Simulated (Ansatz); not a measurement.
An Ansatz (a first-principles code) run. Input:

Ansatz 0.2 input:
```yaml
crystal:
  lattice:
    - [0.0, 3.1871229708, 3.1871229708]
    - [3.1871229708, 0.0, 3.1871229708]
    - [3.1871229708, 3.1871229708, 0.0]
  atoms:
    - { symbol: Te, position: [0.0, 0.0, 0.0] }
    - { symbol: Sn, position: [0.5, 0.5, 0.5] }
kpoints:
  mp_grid: { grid: [8, 8, 8] }
hamiltonian:
  xc: r2scan
  pseudopotentials: { kind: paw }
scf:
  occupations: { method: fixed }
checkpoint: { read: static.run }
output: { bader: true, populations: true }
```

Output (shortened):

```
Pseudopotential: Te, paw, valence charge 16
Pseudopotential: Sn, paw, valence charge 14
Functional definition: r2SCAN
Crystal: 2 atoms, lattice volume = 64.748 Å³
Basis set: ecut = 500 eV, 1639 PW (Γ), exchange–correlation on 144×144×144 points (64 copies of the dense FFT grid, shifted against one another)
Bands: 19, of which v1, the nominal top of the filled ones, is band 15 counted from 1 (14 counted from 0)
Symmetry: 48 space group operations
Space group: Fm-3m (ITA 225), of the structure as read, at distance tolerance 4.0e-5 Å
k-points: 29 of 512
Stability of the state it starts from, as read at its close in the unpolarized treatment …
iter 1 solved again at ethr=1.59e-7 eV; its pass at ethr=3.10e-3 eV (dr2=4.77e-5 eV) is discarded
SCF iter   1: F=—  HF=-13033.984440 eV  |F-HF|=—  |Δ(HF+E_count)|=         —  Δρ=5.38e-7  dr2=6.44e-11  dr2_τ=2.32e-11  ethr=1.59e-7  ⟨swp⟩=3.0  Hψ=3868  notcnv=0  defer=51
preconditioner: auto → none
SCF iter   2: F=-13033.984440 eV  HF=-13033.984440 eV  |F-HF|=3.09e-11  |Δ(HF+E_count)|=   7.08e-9  Δρ=2.68e-7  dr2=4.84e-11  dr2_τ=2.20e-11  ethr=1.00e-12  ⟨swp⟩=9.2  Hψ=3266  notcnv=0
SCF 1 converged in 2 iterations: F = -13033.984440 eV  dr2 = 4.84e-11
SCF converged after 2 iterations
Free energy (F): -13033.984440 eV
Harris-Foulkes:  -13033.984440 eV  (|F-HF|=3.09e-11)
Internal energy: -13033.984440 eV  (E = F + TS)
E sigma→0 (E₀):  -13033.984440 eV
Fermi energy:    9.226052 eV
--- Per-component energies (eV) ---
  E_band       = -388.226544
  E_kinetic    = 364.772035
  E_local      = -2205.839241  (includes V_loc(G=0)·N_el)
  E_nonlocal   = -343.695011
  E_hartree    = 1374.653955
  E_xc         = -490.641820
  E_vxc        = -216.683163  (∫ρ·V_xc dr)
  E_paw        = -8842.059277  (= ΣΔE_a)
  E_vpaw       = -749.468007  (= ΣTr[D̂ρ^β])
  E_aug_tail   = -0.000036  (compensation charges beyond the density's cutoff)
  E_vtau       = 13.379206  (kinetic-family band-sum trace: ∫τ·v_τ [+ j·A + Jᵃ·Aᵃ] dr)
  E_ewald      = -2892.195220
  E_core_change = 1.020175  (= ΣΔE_core)
  E_smearing   =  0.000000  (= −TS)
  E_closure    =  0.000000  (closes the sum)
  Σ components = -13033.984440   (vs F -13033.984440, Δ=0.00e0)
  [band-id]    e_kinetic+e_local+e_nonlocal+2·e_hartree+e_vxc+e_vpaw+e_augmentation_tail+e_vtau = -388.226307   (vs E_band -388.226544, Δ=2.37e-4)
--- Band table (eV; the first three rows and the last of 29) ---
  k-point 0: bands = ["-28.7842", "-28.7842", "-28.7787", "-28.7787", "-28.7787", "-13.5872", "-13.5872", "-13.5844", "-13.5844", "-13.5844", "-4.0099", "4.3496", "6.8378", "6.8378", "6.8378", "12.5863", "12.5863", "12.5863", "14.2778"]
  k-point 1: bands = ["-28.7841", "-28.7841", "-28.7787", "-28.7787", "-28.7787", "-13.5880", "-13.5880", "-13.5842", "-13.5836", "-13.5836", "-3.8778", "3.6042", "6.8653", "6.8653", "7.3872", "11.9019", "11.9019", "11.9762", "14.2208"]
  k-point 2: bands = ["-28.7840", "-28.7840", "-28.7786", "-28.7784", "-28.7784", "-13.5901", "-13.5901", "-13.5837", "-13.5814", "-13.5814", "-3.5072", "2.2911", "6.9583", "6.9583", "8.1606", "10.7838", "10.7838", "10.9258", "14.6486"]
  k-point 28: bands = ["-28.7843", "-28.7837", "-28.7783", "-28.7783", "-28.7776", "-13.5994", "-13.5882", "-13.5815", "-13.5815", "-13.5749", "-2.3539", "1.5792", "4.2353", "4.2353", "8.1997", "10.0697", "14.0428", "14.0428", "15.4099"]
--- Löwdin populations: 2 sites ---
  site symbol       q [e]
     0     Te     16.1258
     1     Sn     13.8106
  spilling = 0.002121 (of n_electrons = 30.000000)
--- Bader charges: 2 sites ---
  site symbol  charge [e]  shift [e]
     0     Te     -0.7011     0.0000
     1     Sn      0.7011     0.0000
  shift: an alarm, by how much a part of what the PAW files miss would move the charge. Where it is large, compare
  with a run on PAW files of another source; a small one proves nothing
  estimated error of the sums over rays = 2.1e-4 e
```

Cost: roughly 15 core-seconds on shared cores.

Symmetry was held in the r²SCAN relaxation. Scalar-relativistic: spin–orbit coupling is off unless named, which matters more the heavier the elements.

Potentials: the later of the program's two PAW sets.

Ansatz is a plane-wave DFT program.
